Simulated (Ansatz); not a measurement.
K2Sn2O3:
```
CELL_PARAMETERS angstrom
     -4.18026     4.18026     4.18026
      4.18026    -4.18026     4.18026
      4.18026     4.18026    -4.18026
ATOMIC_POSITIONS crystal
  K  0.01838 0.50000 0.00000
  K  0.00000 0.01838 0.50000
  K  0.48162 0.48162 0.48162
  K  0.50000 0.00000 0.01838
  Sn 0.01006 0.01006 0.01006
  Sn 0.50000 0.00000 0.48994
  Sn 0.48994 0.50000 0.00000
  Sn 0.00000 0.48994 0.50000
  O  0.98304 0.25000 0.23304
  O  0.51696 0.75000 0.26696
  O  0.23304 0.98304 0.25000
  O  0.26696 0.51696 0.75000
  O  0.25000 0.23304 0.98304
  O  0.75000 0.26696 0.51696
```

Relaxed with r²SCAN.

Task: Give the Bader charges and basin volumes of the independent atoms, DFT-r²SCAN in the program Ansatz with PAW potentials.

Result: 

```json
[
 {"atom": "K1", "Bader charge (e)": "+0.82", "Bader volume (Å³)": "19.8"},
 {"atom": "Sn5", "Bader charge (e)": "+1.25", "Bader volume (Å³)": "28.1"},
 {"atom": "O9", "Bader charge (e)": "-1.38", "Bader volume (Å³)": "16.8"}
]
```

Space group I2_13. The first step of the workflow began from a Materials Project structure, measured or hypothetical; the Crystallography Open Database copy checked does not list it. COD files the formula under space group No. 166. Whether it is the stable phase at ambient conditions was not checked. The r²SCAN relaxation kept the symmetry of its start; whether a distortion lowers the energy is not shown. Scalar-relativistic: spin–orbit coupling is off unless named, which matters more the heavier the elements.

Potentials: the later of the program's two PAW sets.
